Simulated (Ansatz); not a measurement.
SiGeC$_{2}$:
```xyz
4
Lattice="3.1560 0.0000 0.0000 0.0000 3.1560 0.0000 0.0000 0.0000 4.4531" Properties=species:S:1:pos:R:3 pbc="T T T"
Si     0.0000     0.0000     0.0000
C      1.5780     0.0000     1.0525
Ge     1.5780     1.5780     2.2266
C      0.0000     1.5780     3.4006
```

Relaxed with PBEsol. Special points in fractions of this cell's reciprocal vectors: Γ (0.000, 0.000, 0.000); X (0.000, 0.500, 0.000); M (0.500, 0.500, 0.000); Z (0.000, 0.000, 0.500); R (0.000, 0.500, 0.500); A (0.500, 0.500, 0.500).

Question: List the band energies nearest the valence-band maximum at these points for PBEsol in the plane-wave PAW code Ansatz.

Answer: In eV from the valence-band maximum; about four levels below and three above (degenerate sets whole), none deeper than 8.9 eV; points with the same levels are listed once.

```csv
k,below,above
Γ,-3.51 -3.51 -0.34 0.00 0.00,1.75 3.58 4.75
X,-4.68 -4.48 -1.68 -1.17,4.65 5.59 7.42
M,-3.57 -3.44 -3.44 -3.31,1.38 1.38 2.92
Z,-2.40 -2.40 -1.87 -1.87,3.19 3.96 5.46
R,-1.60 -1.35 -1.15 -0.97,3.88 4.69 6.55
A,-5.20 -4.90 -4.90 -4.87,5.24 5.24 7.51
```

Space group P-4m2. The start of the workflow was typed in or built on a structure type; neither database checked (COD, Materials Project) lists it. Its standing as an ambient phase is unchecked. The PBEsol relaxation kept the symmetry of its start; whether a distortion lowers the energy is not shown. Scalar-relativistic: spin–orbit coupling is off unless named, which matters more the heavier the elements.

Potentials: the earlier of the program's two PAW sets. The files were generated under PBE; for other functionals the program regenerates the frozen cores, and for LDA and PBEsol the local potential too.
